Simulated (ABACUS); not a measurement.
Input and output of a self-consistent single point for TiC (P1, 8 atoms in the cell; from Materials Project mp-631, changed as shown) (ABACUS).

Computed with LDA (PW92), numerical atomic orbitals TZDP (confined pseudo-atomic orbitals with Gaussian additions; energy shift 0.01 Ry), PseudoDojo 0.4 standard norm-conserving LDA (tails mended) pseudopotentials (ABACUS).

The change in words: atoms moved at random. Reference geometry (Fm-3m):
```yaml
crystal:
  lattice:
    - [4.33144, 0.00000, 0.00000]
    - [0.00000, 4.33144, 0.00000]
    - [0.00000, 0.00000, 4.33144]
  atoms:
    - { symbol: Ti, position: [0.00000, 0.00000, 0.00000] }
    - { symbol: Ti, position: [0.00000, 0.50000, 0.50000] }
    - { symbol: Ti, position: [0.50000, 0.00000, 0.50000] }
    - { symbol: Ti, position: [0.50000, 0.50000, 0.00000] }
    - { symbol: C, position: [0.50000, 0.00000, 0.00000] }
    - { symbol: C, position: [0.50000, 0.50000, 0.50000] }
    - { symbol: C, position: [0.00000, 0.00000, 0.50000] }
    - { symbol: C, position: [0.00000, 0.50000, 0.00000] }
```

Reference input (self-consistent single point, DFT, LDA (PW92), numerical atomic orbitals TZDP (confined pseudo-atomic orbitals with Gaussian additions; energy shift 0.01 Ry), PseudoDojo 0.4 standard norm-conserving LDA (tails mended) pseudopotentials): basis = TZDP numerical atomic orbitals, energy shift 0.01 Ry; KPT = Gamma 10 10 10 0 0 0; basis_type = lcao; dft_functional = PWLDA; ecutwfc = 100 Ry; smearing_method = fd; smearing_sigma = 0.00734986 Ry; potentials = PseudoDojo 0.4 standard norm-conserving LDA (tails mended); symmetry = 1; symmetry_prec = 1e-05; ks_solver = genelpa; scf_nmax = 100. This run's input differs from it in these lines:

```diff
@@ -43,6 +43,6 @@
 4
-   0.0000000000    0.0000000000    0.0000000000
-   0.0000000000    4.0926176626    4.0926176626
-   4.0926176626    0.0000000000    4.0926176626
-   4.0926176626    4.0926176626    0.0000000000
+  -0.1851090969   -0.0730777810   -0.0192025621
+  -0.0523936913    4.0671370251    4.0751667409
+   4.0715816078    0.0166242129    4.0996815207
+   4.1771629583    4.2167140154    0.0621996032
 
@@ -51,6 +51,6 @@
 4
-   4.0926176626    0.0000000000    0.0000000000
-   4.0926176626    4.0926176626    4.0926176626
-   0.0000000000    0.0000000000    4.0926176626
-   0.0000000000    4.0926176626    0.0000000000
+   4.0919710290    0.0478836267   -0.1138484381
+   4.1651634033    4.0690605554    4.0527719371
+   0.0858058219   -0.1184649109    4.1345588084
+   0.0162804331    4.1446020922    0.0791430404
 # file: KPT
```

Output (repeated stretches shortened):

```
 SELF-CONSISTENT
 -------------------------------------------

                  longest orb rcut (Bohr) = 8
   longest nonlocal projector rcut (Bohr) = 1.7
                     search radius (Bohr) = 19.4

                          real space grid = [ 54, 54, 54 ]

                                 init_chg = atomic

 LCAO ALGORITHM --------------- ION=   1  ELEC=   1--------------------------------

 Density error is 0.162657866973
 E_KohnSham     -521.7401515536      -7098.6389365120
 E_Fermi        1.0374528352         14.1152699651

 LCAO ALGORITHM --------------- ION=   1  ELEC=   2--------------------------------

   [... lines left out ...]

   [... 13 blocks of this kind left out ...]

 LCAO ALGORITHM --------------- ION=   1  ELEC=  16--------------------------------

 Density error is 3.23613417099e-07
 E_KohnSham     -523.5252165591      -7122.9259918875
 E_Fermi        1.0620648668         14.4501338339

 LCAO ALGORITHM --------------- ION=   1  ELEC=  17--------------------------------

 Density error is 2.63996562042e-08
 E_KohnSham     -523.5252165590      -7122.9259918867
 E_KS(sigma->0) -523.5236865914      -7122.9051756092
 E_entropy(-TS) -0.0030599352        -0.0416325549
 E_Fermi        1.0620648723         14.4501339086
 charge density convergence is achieved
 final etot is -7122.9259919 eV
 EFERMI = 14.450133909 eV

 STATE ENERGY(eV) AND OCCUPATIONS    NSPIN == 1
   [... 39 lines left out ...]

 TOTAL-FORCE (eV/Angstrom)
                       Ti1         1.7997134173         0.7221074668         0.1002037798
                       Ti2         0.8015881974        -0.0028262788         0.2272256960
                       Ti3        -0.0277610923        -0.0259752964        -0.0723645880
                       Ti4        -0.8812161095        -1.0682129901        -0.5684917133
                        C1        -0.1718189288        -0.1785444806         0.7414845752
                        C2        -0.5146507489         0.1732075264         0.2721380385
                        C3        -0.7380496094         0.7171021103        -0.2717151415
   [... lines left out ...]

 TOTAL-STRESS (KBAR)
       -94.9660152915        10.1681190245         1.4109866582
        10.1681190245      -102.1763441884        -0.7779065596
         1.4109866582        -0.7779065596      -101.7913991389
 TOTAL-PRESSURE: -99.644586 KBAR

 --------------------------------------------
 !FINAL_ETOT_IS -7122.9259918866582666 eV
 --------------------------------------------
```

The run converged in 17 iterations. Against the reference run the free energy goes up by 34.2 meV/atom, the pressure goes from -11.47 to -9.96 GPa and the largest force goes from under 0.1 to 1.94 eV/Å.

The atom-centred basis is finite, which shifts total energies, pressures and forces against plane waves. Forces above 1 eV/Å remain at this geometry, of which the finite basis can carry a part. The structure comes from a collection of computed structures, made at another level of theory; the collection holds predicted forms beside known ones.

Cost on one core: very roughly 7 core-minutes.

The atomic orbitals were generated for these runs; they are not ABACUS's published sets and were checked against plane waves on a few crystals only.

“Tails mended”: in these copies of the files the far tail of each local potential was reset to the Coulomb form.
